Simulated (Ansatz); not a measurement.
SrAl2Ga2 in space group I4/mmm (No. 139; Sr on 2a, Al on 4d, Ga on 4e), the program Ansatz at the PBE level (PAW), all energies at zero smearing, with the estimated change up to a 700 eV cutoff added, with one set of potentials and settings (totals compare only within such a set). Cell of 5 atoms (1 Sr, 2 Al, 2 Ga): -12187.114 eV.

```tsv
element	reference phase	E (eV/atom)
Sr	C2/m, 3 atoms in the cell	-3544.2201
Al	Fm-3m, 1 atoms in the cell	-537.5049
Ga	Cmce, 4 atoms in the cell	-3783.0209
```

Formation energy per atom, worked out: (-12187.114 − 1×(-3544.2201) − 2×(-537.5049) − 2×(-3783.0209))/5 = -0.368 eV/atom (-36 kJ per mol of atoms), at 0 K, without zero-point energy or fitted corrections.

The first step of the workflow began from a Materials Project structure, measured or hypothetical; the Crystallography Open Database copy checked does not list it. Its standing as an ambient phase is unchecked. The cell was relaxed with PBE under the symmetry of its start; of distortions, only those at the zone centre were tested. The references are the lowest solids computed at this level, not always the standard phases.

Potentials: the later of the program's two PAW sets.
